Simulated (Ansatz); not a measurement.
Question: Sc (hcp (Mg type), P6_3/mmc) is relaxed with the program Ansatz at the LDA level (PAW). What lattice parameters of the conventional cell result?

Answer: a = 3.230 Å, c = 4.985 Å.

Its a lies over 2 % below tabulated measurements.

The LDA relaxation kept the symmetry of its start. The run is not spin-polarised. Axis ratios of metals converge slowly with the k-mesh, so a and c are less sure than the volume.

Potentials: the earlier of the program's two PAW sets.
